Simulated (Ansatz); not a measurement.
PbS:
```cif
data_PbS
_chemical_formula_sum 'Pb1 S1'
_space_group_name_H-M_alt 'P 1'
_space_group_IT_number 1
_cell_length_a 4.20810
_cell_length_b 4.20810
_cell_length_c 4.20810
_cell_angle_alpha 60.000
_cell_angle_beta 60.000
_cell_angle_gamma 60.000
loop_
_space_group_symop_operation_xyz
  'x, y, z'
loop_
_atom_site_label
_atom_site_type_symbol
_atom_site_fract_x
_atom_site_fract_y
_atom_site_fract_z
_atom_site_occupancy
Pb1 Pb 0.50000 0.50000 0.50000 1
S1 S 0.00000 0.00000 0.00000 1
```

Relaxed with r²SCAN+D4.

**Question.** Tabulate the valence density and the electron localisation function along the shortest Pb–S contact (2.98 Å), DFT-r²SCAN+D4 in the program Ansatz with PAW potentials.

**Answer.** 

| distance from Pb (Å) | density (e/Å³) | ELF |
|---|---|---|
| 0.30 | 7.48 | 0.01 |
| 0.45 | 5.27 | 0.07 |
| 0.60 | 3.37 | 0.23 |
| 0.74 | 1.95 | 0.39 |
| 0.89 | 1.04 | 0.43 |
| 1.04 | 0.56 | 0.38 |
| 1.19 | 0.34 | 0.27 |
| 1.34 | 0.24 | 0.21 |
| 1.49 | 0.22 | 0.25 |
| 1.64 | 0.25 | 0.43 |
| 1.79 | 0.34 | 0.67 |
| 1.93 | 0.49 | 0.81 |
| 2.08 | 0.72 | 0.86 |
| 2.23 | 0.98 | 0.86 |
| 2.38 | 1.13 | 0.78 |
| 2.53 | 1.01 | 0.53 |
| 2.68 | 0.62 | 0.15 |

The density is the valence pseudo-density with augmentation charge, so density and ELF within about 1 Å of a nucleus are not all-electron values.

Space group Fm-3m (rock salt). Symmetry was held in the r²SCAN+D4 relaxation. Scalar-relativistic: spin–orbit coupling is off unless named, which matters more the heavier the elements.

Potentials: the later of the program's two PAW sets.
